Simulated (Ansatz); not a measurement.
Level of theory: DFT PBE, scalar-relativistic, plane waves, PAW in Ansatz 0.2.0. Settings of the last relaxation (11-atom cell): 420 eV, 6×6×4 k points, Gaussian smearing of 0.02 eV, no spin polarisation.

Energies over the elements count from the elements' standard structures at the same level (H₂ as a molecule), with no fitted energy shifts.

Problem. Suggest a trial structure for an orthorhombic semiconductor with formula Ca2HfH8, with a gap near 1.2 eV, a formation energy near −0.10 eV/atom and a density near 2.45 g/cm³, in a cell of 11 atoms.

Solution. Ca2HfH8, space group Cmm2 (No. 35). Ca on its first site has 2 H at 2.14 Å, 4 H at 2.36–2.45 Å, 2 Hf at 3.48–3.63 Å and 2 H at 3.55 Å; Ca on its second site has 6 H at 2.13–2.29 Å; around Hf lie 6 H at 1.88–2.01 Å and 2 Ca at 3.48–3.63 Å; around H on its first site lie 2 Ca at 2.13–2.14 Å; 3 more sites not described.

Space group Cmm2 (No. 35). a = 7.085 Å, b = 7.172 Å, c = 7.109 Å, α = 90.00°, β = 90.00°, γ = 90.00°
| atom | site | symmetry | x | y | z |
| --- | --- | --- | --- | --- | --- |
| Ca | 2a | mm2 | 0.0000 | 0.0000 | 0.9945 |
| Ca | 2b | mm2 | 0.5000 | 0.0000 | 0.7502 |
| Hf | 2a | mm2 | 0.0000 | 0.0000 | 0.4835 |
| H | 4e | m.. | 0.5000 | 0.2025 | 0.9702 |
| H | 4e | m.. | 0.5000 | 0.2497 | 0.5634 |
| H | 4d | .m. | 0.8188 | 0.0000 | 0.7012 |
| H | 4d | .m. | 0.8235 | 0.0000 | 0.2761 |

The volume per atom is 16.42 Å³ and the density is 2.45 g/cm³. The formation energy is −0.102 eV/atom and the gap on the 6×6×4 mesh of the 11-atom cell is 1.16 eV.

The cell was found from a structure generator's guess, not taken from experiment. Other answers may fit too; this one was computed.

Spin–orbit coupling, which can matter for Hf, is left out. Kohn–Sham gaps at this level usually fall short of measured ones. With hydrogen, zero-point motion can shift formation energies by some tens of meV/atom. A structure relaxed within its symmetry needn't be a true minimum.
